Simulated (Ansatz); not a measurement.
Mechanical response of LaBi (Fm-3m)

```xyz
2
Lattice="0.0000 3.2783 3.2783 3.2783 0.0000 3.2783 3.2783 3.2783 0.0000" Properties=species:S:1:pos:R:3 pbc="T T T"
La    0.0000    0.0000    0.0000
Bi    3.2783    3.2783    3.2783
```

Computed, not measured; unless marked otherwise by PBEsol, all-electron LAPW in Ansatz 0.2.0, scalar-relativistic. k mesh 12×12×12, Fermi-Dirac smearing of 0.080 eV, basis error target 0.5 meV/atom. The cell was relaxed by PAW under this functional.

The cell is cubic and carries a residual pressure of 0.02 GPa at this level. Each strain component that symmetry leaves independent is applied at ±0.008 and ±0.016, the ions relax wherever a strain frees them, and the stress (tension positive, GPa) is read. Shears are engineering strains, γ = 2ε.

```json
{"strain": "xx", "size": "-0.016", "σxx": "-2.3685", "σyy": "-0.2291", "σzz": "-0.2291", "σyz": "0.0000", "σxz": "0.0000", "σxy": "0.0000"}
{"strain": "xx", "size": "-0.008", "σxx": "-1.1369", "σyy": "-0.1251", "σzz": "-0.1251", "σyz": "0.0000", "σxz": "0.0000", "σxy": "0.0000"}
{"strain": "xx", "size": "+0.008", "σxx": "0.9853", "σyy": "0.0806", "σzz": "0.0806", "σyz": "0.0000", "σxz": "0.0000", "σxy": "0.0000"}
{"strain": "xx", "size": "+0.016", "σxx": "1.8923", "σyy": "0.1819", "σzz": "0.1819", "σyz": "0.0000", "σxz": "0.0000", "σxy": "0.0000"}
{"strain": "yz", "size": "-0.016", "σxx": "-0.0194", "σyy": "-0.0220", "σzz": "-0.0220", "σyz": "-0.2565", "σxz": "0.0000", "σxy": "0.0000"}
{"strain": "yz", "size": "-0.008", "σxx": "-0.0212", "σyy": "-0.0219", "σzz": "-0.0219", "σyz": "-0.1283", "σxz": "0.0000", "σxy": "0.0000"}
{"strain": "yz", "size": "+0.008", "σxx": "-0.0212", "σyy": "-0.0219", "σzz": "-0.0219", "σyz": "0.1283", "σxz": "0.0000", "σxy": "0.0000"}
{"strain": "yz", "size": "+0.016", "σxx": "-0.0194", "σyy": "-0.0220", "σzz": "-0.0220", "σyz": "0.2565", "σxz": "0.0000", "σxy": "0.0000"}
```

The slope is [8(σ(+δ) − σ(−δ)) − (σ(+2δ) − σ(−2δ))]/(12δ), and the program imposes the crystal's symmetry on the matrix.

(1) What are the independent elastic constants?

(2) Do they meet the Born conditions?

(3) What moduli does a random aggregate of grains have?

(4) With the density of 8.198 g/cm³, how fast does sound travel, and what Debye temperature follows?

(5) How far do the constants move if PAW replaces LAPW in the same cell?

(6) What happens at 20 GPa (cell relaxed there)?

## Answers

(1) C11 = 132.5, C12 = 12.9, C44 = 16.0 GPa.

(2) C11 − C12 = 119.6, C11 + 2C12 = 158.2 and C44 = 16.0 GPa must all be positive, so the crystal is elastically stable; that says nothing yet of its phonons.

(3) B = (C11 + 2C12)/3 = 52.7 GPa. G_V = (C11 − C12 + 3C44)/5 = 33.5 and G_R = 5(C11 − C12)C44/(4C44 + 3(C11 − C12)) = 22.7, so G_H = 28.1 GPa. Then E = 9BG/(3B + G) = 71.6 GPa, ν = (3B − 2G)/(6B + 2G) = 0.274 and B/G = 1.88, on the ductile side of Pugh's 1.75 (a rule of thumb).

(4) 

| direction | slow (m/s) | middle (m/s) | fast (m/s) |
| --- | --- | --- | --- |
| [100] | 1398 | 1398 | 4020 |
| [110] | 1398 | 2701 | 3289 |
| [111] | 2348 | 2348 | 3007 |

The mean of v⁻³ over directions and branches gives v_m = 1966 m/s and θ_D = (ħ/k_B) v_m (6π²n)^(1/3) = 179 K, n being atoms per volume. Young's modulus spans 44 to 130 GPa over directions, and the universal anisotropy index is 2.40.

(5) 

```
constant  LAPW (GPa)  PAW (GPa)  difference
     C11       132.5      132.2        -0.3
     C12        12.9       12.8        -0.1
     C44        16.0       16.0         0.0
```

(6) The volume falls to 0.7927 of its value, and C11 = 326.0, C12 = 29.1, C44 = 7.6 GPa (slopes of the stress), in this structure whether or not another phase takes over.

Keep in mind: responses of metals move with mesh and smearing; no spin-orbit coupling on heavy atoms; the frozen-core PAW files of the compared runs were fitted under PBE, their cores solved anew for this functional.
